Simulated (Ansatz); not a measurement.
Starting cell, ZnSe (zinc blende):

```
ZnSe
1.0
    0.00000     5.66546     5.66546
    2.83273     2.83273     5.66546
    2.83273     2.83273     0.00000
Se Zn
2 2
Direct
  0.00000   0.75000   0.75000
  0.50000   0.75000   0.75000
  0.00000   0.00000   0.00000
  0.50000   0.00000   0.00000
```

The atoms are displaced by Q × the pattern below (from a DFPT mode at X = (0.5, 0.5, 0.0), largest move 1; Q in Å), at fixed cell. It is one choice among 2 degenerate patterns. (q is in reciprocal vectors of the primitive cell; the cell shown is doubled to hold the pattern.)

```csv
atom,x,y,z
Se1,-0.705,0.000,0.000
Se2,0.705,0.000,0.000
Zn3,0.000,-1.000,0.000
Zn4,0.000,1.000,0.000
```

The numbers are results of r2SCAN (plane waves to 500 eV, PAW, scalar-relativistic; Ansatz, a program for electronic structure), not measurements. k mesh 10×10×10 (Γ-centred), Fermi-Dirac smearing 0.05 eV. Energies are smeared free energies. ZnSe was relaxed with its symmetry unable to fall. The zero of ΔE is the undisplaced structure.

```tsv
Q (Å)	ΔE (meV/cell)
-0.1000	19.9
-0.0833	withheld
-0.0667	8.8
-0.0500	5.0
-0.0333	2.2
-0.0167	0.6
0.0000	0.0
0.0167	0.6
0.0333	2.2
0.0500	5.0
0.0667	8.8
0.0833	withheld
0.1000	19.9
```

Q: Fit an even polynomial form (powers 2, 4) to the given rows and predict ΔE at Q = -0.0833.

A: Least squares on the 11 given rows: ΔE = (1983)·Q² + (672.6)·Q⁴, in meV/cell with Q in Å; root-mean-square residual 0.03 meV/cell. At -0.0833 the fit gives 13.8 meV/cell; the calculation gives 13.8 meV/cell, the same to the digits shown. The quadratic term alone would give 13.8 meV/cell.

(A displaced cell: forces are minus the slopes of the energy, force constants its curvatures, and phonons follow from these.)
